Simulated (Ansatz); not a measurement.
Ge:
```cif
data_Ge24
_chemical_formula_sum 'Ge24'
_space_group_name_H-M_alt 'R-3 :H'
_space_group_IT_number 148
_space_group_name_Hall '-R 3'
_cell_length_a 9.88875
_cell_length_b 9.88875
_cell_length_c 5.90873
_cell_angle_alpha 90.000
_cell_angle_beta 90.000
_cell_angle_gamma 120.000
loop_
_atom_site_label
_atom_site_type_symbol
_atom_site_symmetry_multiplicity
_atom_site_Wyckoff_symbol
_atom_site_fract_x
_atom_site_fract_y
_atom_site_fract_z
_atom_site_occupancy
Ge1 Ge 6 c 0.00000 0.00000 0.28720 1
Ge2 Ge 18 f 0.03669 0.26723 0.24615 1
```
(The calculation used a cell of 8 atoms; values per cell refer to that cell.)

Relaxed at zero pressure with r²SCAN in the plane-wave PAW code Ansatz.

Question: The volume is lowered by 6 % and shape and atoms relax at that volume. What pressure results, and how do the axes share the change?

Answer: 4.6 GPa; a -1.8 %, b -1.8 %, c -2.4 %; the energy rises by 17 meV/atom.

Question: Give the new structure.

Answer: 
Space group R-3, hexagonal axes (No. 148); a = 9.7063 Å, b = 9.7063 Å, c = 5.7650 Å, α = 90.00°, β = 90.00°, γ = 120.00°

```csv
atom,site,symmetry,x,y,z
Ge,6c,3.,0.0000,0.0000,0.2836
Ge,18f,1,0.0368,0.2667,0.2399
```

The phase is kept; no other phase was compared at this pressure.

The first step of the workflow began from a Materials Project structure, measured or hypothetical; the Crystallography Open Database copy checked does not list it. It is not the phase usual at ambient conditions (space group No. 227). Symmetry was held in the r²SCAN relaxation; of distortions, only those at the zone centre were tested.

Potentials: the earlier of the program's two PAW sets.
